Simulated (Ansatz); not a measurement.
# How much do the gradients of Bi8Te9 depend on the method?

Cell: a computed structure from the Materials Project (it need not be an observed phase), atoms as given.

Space group R-3m:H (No. 166); a = 4.4829, c = 104.6882 Å, γ = 120.00°.

```
site  Wyckoff  site symmetry       x       y       z
 Bi1       6c             3m  0.0000  0.0000  0.8254
 Bi2       6c             3m  0.0000  0.0000  0.1176
 Bi3       6c             3m  0.0000  0.0000  0.6475
 Bi4       6c             3m  0.0000  0.0000  0.5879
 Te9       6c             3m  0.0000  0.0000  0.7021
Te10       6c             3m  0.0000  0.0000  0.5326
Te11       6c             3m  0.0000  0.0000  0.9374
Te14       6c             3m  0.0000  0.0000  0.7651
Te15       3a            -3m  0.0000  0.0000  0.0000
```

One atom of each set is listed; the run and its k-mesh use a cell of 17 atoms with edges of 34.99, 34.99, 34.99 Å.

First run. The numbers come from a DFT calculation in Ansatz (PBE, plane waves and PAW, scalar-relativistic, 420 eV cutoff, Γ-centred 9×9×9 k-points, Fermi–Dirac smearing 0.05 eV).

```tsv
site	V_zz (10²¹ V/m²)	η
Bi1	5.12	0.00
Bi2	1.57	0.00
Bi3	0.19	0.00
Bi4	-0.26	0.00
Te9	-3.96	0.00
Te10	-0.77	0.00
Te11	-4.37	0.00
Te14	7.96	0.00
Te15	6.72	0.00
```

Second run. The same atoms and settings, except that the functional is r2SCAN and the cutoff is 500 eV.

Problem. Given the first result, estimate the second.

Solution. 

| site | V_zz | η | change of V_zz |
| --- | --- | --- | --- |
| Bi1 | 2.75 | 0.00 | -2.37 |
| Bi2 | 2.30 | 0.00 | +0.73 |
| Bi3 | 0.79 | 0.00 | +0.60 |
| Bi4 | 0.30 | 0.00 | +0.56 |
| Te9 | -5.27 | 0.00 | -1.31 |
| Te10 | -1.88 | 0.00 | -1.11 |
| Te11 | -5.73 | 0.00 | -1.36 |
| Te14 | 8.01 | 0.00 | +0.05 |
| Te15 | 6.75 | 0.00 | +0.03 |

The largest change of V_zz is on Bi1, from 5.12 to 2.75. In per cent, |V_zz| changes by -46 on Bi, +1 to +33 on Te (all sites that start above 2). V_zz changes sign on Bi4 (same axis).

With no gap above 0.1 eV, as in a metal, the gradients converge slowly in k; expect changes of a tenth or more on a denser mesh. Spin–orbit coupling is left out, which shifts gradients on Bi by a few per cent in wide-gap crystals, and can shift them far more where the calculated gap is small or absent, as here.
